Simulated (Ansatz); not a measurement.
Al$_{3}$Pd$_{2}$:
```xyz
5
Lattice="4.2078 0.0000 0.0000 -2.1039 3.6441 0.0000 0.0000 0.0000 5.1453" Properties=species:S:1:pos:R:3 pbc="T T T"
Al     0.0000     0.0000     0.0000
Al     0.0000     2.4294     3.3202
Al     2.1039     1.2147     1.8251
Pd     0.0000     2.4294     0.8003
Pd     2.1039     1.2147     4.3450
```

Relaxed with PBEsol. Special points in fractions of this cell's reciprocal vectors: Γ (0.000, 0.000, 0.000); M (0.500, 0.000, 0.000); K (0.333, 0.333, 0.000); A (0.000, 0.000, 0.500); L (0.500, 0.000, 0.500); H (0.333, 0.333, 0.500).

Question: List the band energies nearest the Fermi level at these points for DFT-PBEsol with spin–orbit coupling in the program Ansatz with PAW potentials.

Answer: In eV from the Fermi level; about four levels below and three above (degenerate sets whole), none deeper than 8.9 eV; points with the same levels are listed once.

| k | below | above |
|---|---|---|
| Γ | -1.95 -1.95 -1.89 -1.89 | 1.47 1.47 1.56 1.56 |
| M | -1.75 -1.75 -1.18 -1.18 | 1.55 1.55 2.24 2.24 |
| K | -0.74 -0.74 -0.72 -0.72 | 1.21 1.21 2.62 2.62 |
| A | -2.93 -2.93 -2.89 -2.89 | 2.54 2.54 2.63 2.63 |
| L | -1.60 -1.60 -0.15 -0.15 | 1.76 1.76 2.17 2.17 |
| H | -2.01 -2.01 -0.14 -0.14 | 5.09 5.09 6.37 6.37 6.38 6.38 |

Space group P-3m1 (La2O3 or Ni2Al3 type). The workflow started from a Materials Project entry (that database holds measured and hypothetical structures alike); the Crystallography Open Database copy checked does not list it. Its standing as an ambient phase is unchecked. Symmetry was held in the PBEsol relaxation; whether a distortion lowers the energy is not shown. The run is not spin-polarised.

Potentials: the later of the program's two PAW sets.
